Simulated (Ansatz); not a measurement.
# Ag2Ge2Ir: reading a single point

```
CELL_PARAMETERS angstrom
0.00000 4.03307 0.00000
4.03307 0.00000 0.00000
2.01653 2.01653 -5.08538
ATOMIC_POSITIONS crystal
Ir 0.00000 0.00000 0.00000
Ag 0.75000 0.25000 0.50000
Ag 0.25000 0.75000 0.50000
Ge 0.37800 0.37800 0.24400
Ge 0.62200 0.62200 0.75600
```

Method: PBE, no spin polarisation; PAW, plane waves to 420 eV, 9×9×9 Γ-centred mesh, fermi-dirac occupations (width 0.1 eV) (Ansatz 0.2.0), atoms fixed.

**Formation energy.** 0.98 eV an atom against the elements' usual phases (free molecules for gases, crystals otherwise, with no correction for O₂ or N₂), so at this geometry it isn't bound against them. Relaxing would lower it.
**Charges.** Bader charges in e: Ag -0.12, Ge +0.29, Ir -0.33. In the mean Ge gives up most and Ir takes most.
**Forces.** The largest is on Ge5 (and as large on other atoms): 4.88 eV/Å, components (0.00, 0.00, -4.88). It makes 123° with the line to a nearest neighbour, Ag2 at 2.40 Å.
**Contacts.** Ag–Ge at 2.40 Å: least valence density 0.49 e/Å³ and ELF 0.34 there. Ge–Ge at 2.48 Å: least valence density 0.44 e/Å³ and ELF 0.66 there. Ir–Ge at 3.11 Å: least valence density 0.19 e/Å³ and ELF 0.29 there. These are pseudo-fields; inside the PAW spheres they differ from the all-electron ones.
**Stress.** The pressure is 18.4 GPa (compression positive), so with the atoms held at these fractions the cell would first expand; the forces are large, so a full relaxation may end otherwise. The principal stresses 12.8, 21.2, 21.2 GPa differ, so its shape would change too.
**Electronic structure.** It is a metal, with about 3.3 states/eV a cell as the mean within 0.25 eV of the Fermi level, mostly Ir d (48 %) and Ge p (21 %).

Origin: a known structure type with other elements, at an estimated volume, so it need not be a known compound. Caveats: atoms or cell far from equilibrium.
